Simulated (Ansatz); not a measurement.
Theory: DFT PBE, scalar-relativistic, plane waves, PAW in Ansatz 0.2.0. All cells share a 420 eV cutoff and Γ-centred k meshes spaced at most about 0.3 Å⁻¹ (about 0.25 or finer for metals, 2π included). No spin polarisation in the final relaxations.

Temperature and zero-point effects are left out.

Compare these two cells of KCd2P2, each relaxed at this level.

A.

```
K Cd P
1.0
     4.35886    0.00000    0.00000
    -2.17943    3.77489    0.00000
     0.00000    0.00000    8.00690
K Cd P
1 2 2
Direct
  0.00000 0.00000 0.00000
  0.33333 0.66667 0.62844
  0.66667 0.33333 0.37156
  0.33333 0.66667 0.28270
  0.66667 0.33333 0.71730
```

B.

```
K Cd P
1.0
    -2.24000    2.24000    5.96806
     2.24000   -2.24000    5.96806
     2.24000    2.24000   -5.96806
K Cd P
1 2 2
Direct
  0.00000 0.00000 0.00000
  0.25000 0.75000 0.50000
  0.75000 0.25000 0.50000
  0.61973 0.61973 0.00000
  0.38027 0.38027 0.00000
```

Question: Which would you expect to be lower, and how large is the difference?

Answer: A is lower, by 18 meV/atom. A has space group P-3m1 (No. 164), 26.3 Å³/atom and no gap on its mesh; B has the ThCr2Si2 type, space group I4/mmm (No. 139), 24.0 Å³/atom and no gap. Counting P atoms around Cd and K (those within 1.25 times the shortest such distance or 1.15 times the sum of covalent radii, 1.27 where that leaves under three), A has K 6, Cd 4 and B has K 8, Cd 4. The lower one is the more open, so pressure narrows the difference. In A, around K lie 6 P at 3.38 Å; Cd is surrounded by 4 P at 2.62–2.77 Å and 3 Cd at 3.25 Å; around P lie 4 Cd at 2.62–2.77 Å and 3 K at 3.38 Å. In B, K is surrounded by 8 P at 3.48 Å and 8 Cd at 3.73 Å; Cd has 4 P at 2.73 Å, 4 Cd at 3.17 Å and 4 K at 3.73 Å; P is surrounded by 4 Cd at 2.73 Å, 1 P at 2.86 Å and 4 K at 3.48 Å. Both come from invented guesses.

In P-3m1, I4/mmm an odd number of electrons in the primitive cell allows no gap without spin; a larger cell or a magnetic state could open one. A magnetic state wasn't ruled out in cells without spin, among them P-3m1, I4/mmm. With atoms moved at random, I4/mmm came back. Other cells relaxed within their symmetry can be saddle points.
